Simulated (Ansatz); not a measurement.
The cell whose phonons are given is a generated cell of Ga2O3: the first start was made by placing the elements on the sites of a structure type, and the end was not matched to a known phase here, so it may be hypothetical. Known forms of Ga2O3 include space group No. 12, 167.

Phonons of a relaxed structure of Ga2O3 by density-functional perturbation theory (low response-accuracy setting, no LO–TO term) at Γ and zone-boundary points with q components 0 or ½ of the primitive reciprocal vectors. Calculation: PBEsol (plane waves to 420 eV, PAW, scalar-relativistic; Ansatz, a first-principles code). Γ-centred k-mesh 10×10×4, Fermi–Dirac smearing 0.05 eV.

```
CELL_PARAMETERS angstrom
      2.99331     0.00000     0.00000
     -1.49666     2.59229     0.00000
      0.00000     0.00000     6.96969
ATOMIC_POSITIONS crystal
  Ga 0.33333 0.66667 0.20016
  Ga 0.66667 0.33333 0.79984
  O  0.00000 0.00000 0.00000
  O  0.33333 0.66667 0.69500
  O  0.66667 0.33333 0.30500
```

Space group P-3m1 (No. 164).

Question: Is this structure dynamically stable at those wavevectors?

Answer: It is dynamically unstable: imaginary modes at Γ (86i cm⁻¹), M (½, 0, 0) (114i cm⁻¹), A (0, 0, ½) (86i cm⁻¹), L (½, 0, ½) (120i cm⁻¹).

Question: Give the phonon wavenumbers.

Answer: 
```json
[
 {"q": "Γ", "wavenumbers (cm⁻¹; i marks imaginary)": "86i (×2), 0 (×3), 72 (×2), 205, 396, 532 (×2), 537 (×2), 540 (×2)"},
 {"q": "M (½, 0, 0)", "wavenumbers (cm⁻¹; i marks imaginary)": "114i, 90, 98, 131, 148, 235, 321, 339, 430, 473, 495, 571, 578, 657, 659"},
 {"q": "A (0, 0, ½)", "wavenumbers (cm⁻¹; i marks imaginary)": "86i (×2), 29 (×2), 30, 67 (×2), 202, 522, 527, 539 (×4), 562"},
 {"q": "L (½, 0, ½)", "wavenumbers (cm⁻¹; i marks imaginary)": "120i, 79, 98, 119, 150, 235, 321, 344, 426, 484, 488, 574, 575, 654, 661"}
]
```

Question: The atoms are displaced along the most unstable mode at M (½, 0, 0) (largest move 0.15 Å) and cell and atoms are relaxed. What results?

Answer: The pattern moves Ga by 0.33, O by 1.00 (largest amplitude of each element, relative to the largest of all) and lowers the symmetry to P2/c (No. 13) in a cell of 10 atoms. On relaxation it does not go back: it reaches P2/c (No. 13), 0.006 eV/atom below the parent; volume +1.5 %; gap 2.47 → 2.40 eV (no spin-orbit coupling).

Space group P2/c (No. 13); a = 6.976 Å, b = 3.026 Å, c = 5.201 Å, α = γ = 90.00°, β = 90.20°

| atom | site | symmetry | x | y | z |
|---|---|---|---|---|---|
| Ga | 4g | 1 | 0.2021 | 0.2152 | 0.9191 |
| O | 2e | 2 | 0.0000 | 0.1636 | 0.2500 |
| O | 4g | 1 | 0.3041 | 0.7141 | 0.0840 |

No spin polarisation in the result.
